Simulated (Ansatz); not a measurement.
Relaxed PbS (rock salt):

```
CELL_PARAMETERS angstrom
      0.00000     6.00904     6.00904
      3.00452     3.00452     6.00904
      3.00452     3.00452     0.00000
ATOMIC_POSITIONS crystal
  S  0.00000 0.00000 0.00000
  S  0.50000 0.00000 0.00000
  Pb 0.00000 0.50000 0.50000
  Pb 0.50000 0.50000 0.50000
```

A phonon eigenvector at X = (0.5, 0.5, 0.0) is frozen into this cell: atom i moves by Q times the vector below, so Q is the largest atomic displacement, in Å. The cell is held. It is one choice among 2 degenerate patterns. (q is in reciprocal vectors of the primitive cell; the cell shown is doubled to hold the pattern.)

```json
[
 {"atom": "S1", "x": "0.000", "y": "0.076", "z": "0.000"},
 {"atom": "S2", "x": "0.000", "y": "-0.076", "z": "0.000"},
 {"atom": "Pb3", "x": "0.000", "y": "1.000", "z": "0.000"},
 {"atom": "Pb4", "x": "0.000", "y": "-1.000", "z": "0.000"}
]
```

The numbers are results of PBE (plane waves to 420 eV, PAW, scalar-relativistic; Ansatz, a first-principles code), not measurements. k mesh 10×10×10 (Γ-centred), Fermi-Dirac smearing 0.05 eV. Energies are smeared free energies. PbS was relaxed with its symmetry unable to fall. Spin-orbit coupling is left out, though Pb is heavy. The PAW data are Ansatz's earlier set. The zero of ΔE is the undisplaced structure.

```
Q (Å)   ΔE (meV/cell)
------  -------------
-0.180           40.7
-0.150           26.5
-0.120           16.1
-0.090            8.6
-0.060       withheld
-0.030            0.9
0.000             0.0
0.030             0.9
0.060        withheld
0.090             8.6
0.120            16.1
0.150            26.5
0.180            40.7
```

### Question
Fit an even polynomial form (powers 2, 4) to the given rows and predict ΔE at Q = -0.060.

### Answer
Least squares on the 11 given rows: ΔE = (1002)·Q² + (7830)·Q⁴, in meV/cell with Q in Å; root-mean-square residual 0.03 meV/cell. At -0.060 the fit gives 3.7 meV/cell; the calculation gives 3.7 meV/cell, the same to the digits shown. The quadratic term alone would give 3.6 meV/cell.

(For displaced atoms, the force is minus the slope of the energy, and its curvature is a force constant, which sets phonon frequencies.)
